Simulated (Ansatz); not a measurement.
System: BN (zinc blende type), 2 atoms in the cell.

The calculation used PBE, all-electron LAPW, point nucleus in Ansatz 0.2.0 development build.

k-mesh 8×8×8 Γ-centred; Fermi–Dirac smearing of 0.1 eV; no spin polarisation.

```
CELL_PARAMETERS angstrom
0.00000 1.81500 1.81500
1.81500 0.00000 1.81500
1.81500 1.81500 0.00000
ATOMIC_POSITIONS crystal
B 0.00000 0.00000 0.00000
N 0.25000 0.25000 0.25000
```

**Question.** Is the cell under compression or tension, and by how much?

**Answer.** The pressure is -1.63 GPa, so at these settings the cell is stretched and would shrink.
